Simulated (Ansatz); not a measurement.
The cell is antifluorite Ca2C; cell and atoms were relaxed with r2SCAN. It is cubic, Fm-3m (No. 225); conventional cell a = 6.257 Å, 20.42 Å³ an atom. C is surrounded by 8 Ca at 2.71 Å; Ca is surrounded by 4 C at 2.71 Å.

4 runs of Ansatz on this cell differ in the functional (and in the settings that go with it). Levels are in eV from each run's valence top; v1 is the last filled band, c1 the first empty one.

Run A, mean stress +0.6 GPa (compression positive):
```tsv
point	v2	v1	c1	c2
Γ	-1.07	-1.07	1.13	2.39
X	0.00	0.00	0.55	2.99
U	-0.81	-0.11	0.98	3.41
```

Run B, mean stress 0.0 GPa (compression positive):
```tsv
point	v2	v1	c1	c2
Γ	-1.09	-1.09	1.56	2.90
X	0.00	0.00	0.89	3.59
U	-0.79	-0.11	1.35	4.00
```

Run C, mean stress -3.8 GPa (compression positive):
```tsv
point	v2	v1	c1	c2
Γ	-1.09	-1.09	0.83	1.72
X	0.00	0.00	0.20	2.32
U	-0.78	-0.12	0.57	2.75
```

Run D, mean stress 0.0 GPa (compression positive):
```tsv
point	v2	v1	c1	c2
Γ	-1.08	-1.08	1.13	2.21
X	0.00	0.00	0.41	2.95
U	-0.74	-0.11	0.82	3.32
```

Task: Match the runs to LDA, r2SCAN, r2SCANh, DDH-PBE0.

Result: A is DDH-PBE0, B is r2SCANh, C is LDA, D is r2SCAN. In order of the gap: LDA 0.20, r2SCAN 0.41, DDH-PBE0 0.55, r2SCANh 0.89 eV.

These are computed values for a spin-unpolarised cell that may be hypothetical; none is a measurement.

The stress of a hybrid is loosely converged in these runs.

The meshes of the hybrids are coarse, so their gaps aren't converged to the digits shown.
